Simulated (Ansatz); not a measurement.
SnS (space group Pnma)

```yaml
crystal:
  lattice:
    - [10.98179, 0.00000, 0.00000]
    - [0.00000, 3.95429, 0.00000]
    - [0.00000, 0.00000, 4.18376]
  atoms:
    - { symbol: Sn, position: [0.11789, 0.75000, 0.89142] }
    - { symbol: Sn, position: [0.88211, 0.25000, 0.10858] }
    - { symbol: Sn, position: [0.38211, 0.25000, 0.39142] }
    - { symbol: Sn, position: [0.61789, 0.75000, 0.60858] }
    - { symbol: S, position: [0.85386, 0.75000, 0.52561] }
    - { symbol: S, position: [0.14614, 0.25000, 0.47439] }
    - { symbol: S, position: [0.64614, 0.25000, 0.02561] }
    - { symbol: S, position: [0.35386, 0.75000, 0.97439] }
```

The slice is a (100) plane (indices of the conventional cell) through the point (0.146, 0.250, 0.474) (fractional), spanned by u = [010] and v = [001] in vectors of this cell: u (3.95 Å) and v (4.18 Å, at 90° to u). It covers one period; positions are fractions (u, v).

These are LDA (plane waves to 420 eV, PAW, scalar-relativistic; Ansatz, an electronic-structure program) values and carry that method's errors. k mesh 3×8×8. These are valence fields of a PAW run, semicore shells included where kept as valence: close to a nucleus they are smooth pseudo fields. SnS was relaxed with its symmetry unable to fall.

Three fields on this plane, each scaled to ten steps between its own extremes (0 low, 9 high; the total valence density on a logarithmic scale, the potential cut 8 eV below its top; x marks points blanked near nuclei; v = 0 in the bottom row):

Map A
```
|xxxxxxx8643100013468xxxxxx|
|xxxxxxx7642100012467xxxxxx|
|xxxxxx975321000123579xxxxx|
|xxxxxx864321000123468xxxxx|
|xxxxx87543211111234578xxxx|
|xxx987643322222223346789xx|
|88876554333333333334556788|
|66655444444455544444445566|
|44444444456677766544444444|
|3333334456789x987654433333|
|1112234578xxxxxxx875432211|
|001123568xxxxxxxxx86532110|
|00012467xxxxxxxxxxx7642100|
|00013468xxxxxxxxxxx8643100|
|0012357xxxxxxxxxxxxx753210|
|1112457xxxxxxxxxxxxx754211|
|2223457xxxxxxxxxxxxx754322|
|3344567xxxxxxxxxxxxx765443|
|55555679xxxxxxxxxxx9765555|
|77766778xxxxxxxxxxx8776677|
|988887788xxxxxxxxx88778888|
|xxx99887889xxxxx98878899xx|
|xxxxx98877778887777889xxxx|
|xxxxxx987666666666789xxxxx|
|xxxxxx987654444456789xxxxx|
|xxxxxxx8754333334578xxxxxx|
|xxxxxxx8754222224578xxxxxx|
|xxxxxxx8653211123568xxxxxx|
```

Map B
```
|xxxxxxx9752100012579xxxxxx|
|xxxxxxx8742000002478xxxxxx|
|xxxxxx986310000013689xxxxx|
|xxxxxx974210000012479xxxxx|
|xxxxx97531000000013579xxxx|
|xxx998632111111111236899xx|
|99987532111222221112357899|
|88765321122333332211235678|
|66542212233333333322122456|
|3321111233334x433332111123|
|1111112233xxxxxxx332211111|
|000012233xxxxxxxxx33221000|
|00001233xxxxxxxxxxx3321000|
|00001233xxxxxxxxxxx3321000|
|0001223xxxxxxxxxxxxx322100|
|0001223xxxxxxxxxxxxx322100|
|1111222xxxxxxxxxxxxx222111|
|3332222xxxxxxxxxxxxx222233|
|55543322xxxxxxxxxxx2233455|
|77765432xxxxxxxxxxx2345677|
|998876432xxxxxxxxx23467889|
|xxx99864322xxxxx22346899xx|
|xxxxx98642222222224689xxxx|
|xxxxxx975322222223579xxxxx|
|xxxxxx986422111224689xxxxx|
|xxxxxxx9753111113579xxxxxx|
|xxxxxxx9753110113579xxxxxx|
|xxxxxxx9753100013579xxxxxx|
```

Map C
```
|xxxxxxx3789999999873xxxxxx|
|xxxxxxx4799999999974xxxxxx|
|xxxxxx158999999999851xxxxx|
|xxxxxx478999999999874xxxxx|
|xxxxx36789999999998763xxxx|
|xxx146788888888888887641xx|
|33456788877666667788876543|
|67778887665433345667888777|
|88888876531000001356788888|
|9999876420000x000024678999|
|9998865200xxxxxxx002568899|
|999875300xxxxxxxxx00357899|
|99986410xxxxxxxxxxx0146899|
|99876300xxxxxxxxxxx0036789|
|9987520xxxxxxxxxxxxx025789|
|9987520xxxxxxxxxxxxx025789|
|9987520xxxxxxxxxxxxx025789|
|8887530xxxxxxxxxxxxx035788|
|88775300xxxxxxxxxxx0035778|
|66665410xxxxxxxxxxx0145666|
|233444300xxxxxxxxx00344433|
|xxx02332000xxxxx00023320xx|
|xxxxx23320000000002332xxxx|
|xxxxxx244321000123442xxxxx|
|xxxxxx145554444455541xxxxx|
|xxxxxxx3677666667763xxxxxx|
|xxxxxxx3678888888763xxxxxx|
|xxxxxxx3688999998863xxxxxx|
```

Question: Assign the maps to these fields: electron localisation function (ELF); valence electron density; electrostatic potential energy of an electron, from the cell's mean.

Answer: A is the valence electron density; B is the electron localisation function (ELF); C is the electrostatic potential energy of an electron, from the cell's mean.
